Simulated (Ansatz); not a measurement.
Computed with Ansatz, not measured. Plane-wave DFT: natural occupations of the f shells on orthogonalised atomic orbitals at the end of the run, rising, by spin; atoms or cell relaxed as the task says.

```
cell
1.0
     5.2921    0.0000    0.0000
    -2.6460    4.5831    0.0000
     0.0000    0.0000    3.9928
Eu Mg H
2 1 6
Direct
  0.3333 0.6667 0.2596
  0.6667 0.3333 0.7404
  0.0000 0.0000 0.0000
  0.8166 0.1834 0.2408
  0.8166 0.6332 0.2408
  0.3668 0.1834 0.2408
  0.1834 0.8166 0.7592
  0.6332 0.8166 0.7592
  0.1834 0.3668 0.7592
```

Starting moments (μB): Eu number 1 7.23, Eu number 2 7.23; others 0.

- cell charge: 0 e
- spin: collinear
- scf start: atoms
- lower state search: off
- functional: PBEsol
- wave cutoff: 420 eV
- k mesh: 9, 9, 8
- k shift: 0, 0, 0 mesh steps
- gaussian smearing: 0.05 eV
- task: relax cell and atoms

Question: How are the f shells occupied at the end?

Answer: 

```csv
shell atom,shell element,shell spin,shell occupation 1 (e),shell occupation 2 (e),shell occupation 3 (e),shell occupation 4 (e),shell occupation 5 (e),shell occupation 6 (e),shell occupation 7 (e)
1,Eu,up,0.97,0.97,0.98,0.98,0.98,0.98,0.99
1,Eu,down,0,0,0,0,0.01,0.01,0.01
2,Eu,up,0.97,0.97,0.98,0.98,0.98,0.98,0.99
2,Eu,down,0,0,0,0,0.01,0.01,0.01
```

Caveats: 4f shell without a U, which puts 4f levels too near the Fermi level; occupations loosely converged; open f or d shells may hold a state above the lowest.
